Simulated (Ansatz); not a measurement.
Si3Ge as one 4-atom ordering (R3m) on the diamond lattice, relaxed with r2SCAN, was run in the PAW code Ansatz under altered settings. All numbers are computed, without spin polarisation but where a row says otherwise.

```
CELL_PARAMETERS angstrom
1.94265 1.12159 6.34097
-1.94265 1.12159 6.34097
0.00000 -2.24318 6.34097
ATOMIC_POSITIONS crystal
Si 0.00134 0.00134 0.00134
Si 0.49871 0.49871 0.49871
Si 0.37501 0.37501 0.37501
Ge 0.87495 0.87495 0.87495
```

The base run's other keys:
```yaml
kpoints:
  mp_grid: { grid: [4, 4, 4] }
hamiltonian:
  xc: hse06
scf:
  occupations: { method: fixed }
  n_extra_bands: 5
```

It takes 16 iterations with 1665 plane waves at 420 eV and 13 k points, and leaves a mean stress of +0.26 GPa. The gap over this mesh is 1.176 eV. It ran on 4 threads of Arm Neoverse V1, with other jobs on the host.

Outcomes, with energy and stress as changes against the base:

| setting | outcome | ΔF (meV/atom) | Δ mean stress (GPa) | gap on the mesh (eV) | iterations | wall time |
| --- | --- | --- | --- | --- | --- | --- |
| PBE hybrid, exx coeff 0.2, omega 0.2078 1/Å | converged | – | +0.3 | 1.055 | 16 | 19 s |
| PBE hybrid, exx coeff 0.35, unscreened | converged | – | -0.9 | 2.325 | 21 | 22 s |
| scf.convergence.dr2_threshold: 0.0001 | converged, warned | 0.0 | 0.0 | 1.176 | 18 | 20 s |
| accuracy: high | converged | 0.0 | 0.0 | 1.176 | 16 | 19 s |

A dash marks a value that wasn't obtained or can't be compared. Stress is positive in compression. The base took 19 s.

- PBE hybrid, exx coeff 0.2, omega 0.2078 1/Å. That is 20 % exact exchange, screened with ω = 0.2078 1/Å, against HSE06's 25 % screened at 0.208 1/Å. The mean stress moves by +0.3 GPa and the gap on the mesh by -0.121 eV (to 1.055). Totals of different functionals aren't comparable.
- PBE hybrid, exx coeff 0.35, unscreened. That is 35 % exact exchange, at all ranges, against HSE06's 25 % screened at 0.208 1/Å. The mean stress moves by -0.9 GPa and the gap on the mesh by +1.149 eV (to 2.325). Totals of different functionals aren't comparable.
- scf.convergence.dr2_threshold: 0.0001. It converges in 18 iterations against the base's 16. Even so loose a threshold leaves the results unchanged here, which can't be counted on. Warned: force scf threshold loose.

Within 1 meV an atom, 0.1 GPa and 0.005 eV of the base stay: scf.convergence.dr2_threshold: 0.0001; accuracy: high.

The runs are scalar-relativistic, without spin-orbit coupling.

The meshes of the hybrids are coarse, so their gaps aren't converged to the digits shown.
